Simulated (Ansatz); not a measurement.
ScSi (CsCl type, Pm-3m) under volume change, plane-wave PAW PBE (Ansatz code), scaled uniformly.

```json
[
 {"V (Å³/atom)": "16.654", "E − E(relaxed) (meV/atom)": "46.4", "P (GPa)": "9.66"},
 {"V (Å³/atom)": "17.203", "E − E(relaxed) (meV/atom)": "19.7", "P (GPa)": "6.03"},
 {"V (Å³/atom)": "17.752", "E − E(relaxed) (meV/atom)": "4.7", "P (GPa)": "2.80"},
 {"V (Å³/atom)": "18.301", "E − E(relaxed) (meV/atom)": "0.0", "P (GPa)": "0.00"},
 {"V (Å³/atom)": "18.850", "E − E(relaxed) (meV/atom)": "4.2", "P (GPa)": "-2.40"},
 {"V (Å³/atom)": "19.399", "E − E(relaxed) (meV/atom)": "16.0", "P (GPa)": "-4.45"},
 {"V (Å³/atom)": "19.948", "E − E(relaxed) (meV/atom)": "34.4", "P (GPa)": "-6.22"}
]
```

Q: What does a third-order Birch–Murnaghan fit give for V₀, B₀ and B′?

A: V₀ = 18.31 Å³/atom, B₀ = 85.6 GPa, B′ = 3.8.

A made-up cell: these elements were put on the sites of a structure type; neither database checked (COD, Materials Project) lists it. Its standing as an ambient phase is unchecked. The cell was relaxed with PBE under the symmetry of its start; its stability against distortions is not shown here. The run is not spin-polarised.

Potentials: the earlier of the program's two PAW sets.
